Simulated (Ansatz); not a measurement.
Starting cell, KTaO$_{3}$ (cubic perovskite):

```yaml
crystal:
  lattice:
    - [8.04877, 0.00000, 0.00000]
    - [4.02438, 4.02438, 0.00000]
    - [0.00000, 0.00000, 4.02438]
  atoms:
    - { symbol: K, position: [0.00000, 0.00000, 0.00000] }
    - { symbol: K, position: [0.50000, 0.00000, 0.00000] }
    - { symbol: Ta, position: [0.00000, 0.50000, 0.50000] }
    - { symbol: Ta, position: [0.50000, 0.50000, 0.50000] }
    - { symbol: O, position: [0.75000, 0.50000, 0.50000] }
    - { symbol: O, position: [0.25000, 0.50000, 0.50000] }
    - { symbol: O, position: [0.00000, 0.50000, 0.00000] }
    - { symbol: O, position: [0.50000, 0.50000, 0.00000] }
    - { symbol: O, position: [0.25000, 0.00000, 0.50000] }
    - { symbol: O, position: [0.75000, 0.00000, 0.50000] }
```

A phonon eigenvector at M = (0.5, 0.5, 0.0) is frozen into this cell: atom i moves by Q times the vector below, so Q is the largest atomic displacement, in Å. The cell is held. It is one choice among 2 degenerate patterns. (q is in reciprocal vectors of the primitive cell; the cell shown is doubled to hold the pattern.)

```
atom       x       y      z
----  ------  ------  -----
K1     0.107   0.000  0.000
K2    -0.107   0.000  0.000
Ta3    0.000  -0.180  0.000
Ta4    0.000   0.180  0.000
O7     0.000   1.000  0.000
O8     0.000  -1.000  0.000
```

Atoms not listed stay in place.

The numbers are results of PBE (plane waves to 420 eV, PAW, scalar-relativistic; Ansatz, an electronic-structure program), not measurements. k mesh 8×8×8 (Γ-centred), Fermi-Dirac smearing 0.05 eV. KTaO3 is run without spin polarisation. KTaO3 was relaxed with its symmetry unable to fall. Spin-orbit coupling is left out, though Ta is heavy. 

| Q (Å) | −dE/dQ from forces (eV/Å) |
|---|---|
| -0.280 | 5.961 |
| -0.233 | 4.916 |
| -0.187 | 3.886 |
| -0.140 | 2.879 |
| -0.093 | 1.898 |
| -0.047 | 0.942 |
| 0.000 | 0.000 |
| 0.047 | -0.942 |
| 0.093 | -1.898 |
| 0.140 | -2.879 |
| 0.187 | -3.886 |
| 0.233 | -4.916 |
| 0.280 | -5.961 |

Question: What harmonic wavenumber does the curvature at Q = 0 give?

Answer: 351 cm⁻¹. E″ = 20.13 eV/Å², M = Σ mᵢ|uᵢ|² = 44.5 u, ν̃ = 521.5·√(|E″|/M).

(For displaced atoms, the force is minus the slope of the energy, and its curvature is a force constant, which sets phonon frequencies.)
